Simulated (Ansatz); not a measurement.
**Coordination and ¹²¹Sb quadrupole coupling in Sb2Se3**

Cell: an entry of the Crystallography Open Database (COD; perhaps a calculated or model structure) whose atoms were relaxed with PBE, the cell held.

Space group Pnma (No. 62); a = 11.7940, b = 3.9860, c = 11.6480 Å.

| site | Wyckoff | site symmetry | x | y | z |
| --- | --- | --- | --- | --- | --- |
| Sb1 | 4c | .m. | 0.5255 | 0.2500 | 0.1722 |
| Sb5 | 4c | .m. | 0.6483 | 0.7500 | 0.4613 |
| Se9 | 4c | .m. | 0.6280 | 0.7500 | 0.0538 |
| Se13 | 4c | .m. | 0.7141 | 0.2500 | 0.3053 |
| Se17 | 4c | .m. | 0.4445 | 0.7500 | 0.3698 |

One atom of each set is listed.

Computed with Ansatz: DFT, PBEsol, plane waves and PAW, scalar-relativistic, 420 eV cutoff, Γ-centred 3×7×3 k-points, Fermi–Dirac smearing 0.02 eV.

Q(¹²¹Sb) = -543.0 mb.

Question: Rank these Sb sites by |C_Q|, smallest first.
A. Sb5: 3 Se at 2.63–2.81 Å; also 4 Se at 3.01–3.48 Å
B. Sb1: 3 Se at 2.71 Å; also 3 Se at 3.19 Å

Answer: B (137 MHz, η = 0.47), A (178 MHz, η = 0.01).

At Sb1 V_zz stands upright on the plane through its three neighbours (within 11°). Like point charges on the first shell alone (each adding as 1/d³) would put Sb1 above Sb5: the covalent part of each bond and the atoms beyond the first shell count as well.

Without spin–orbit coupling (the program notes it for Sb) the gradients can shift somewhat, as the gap is small.
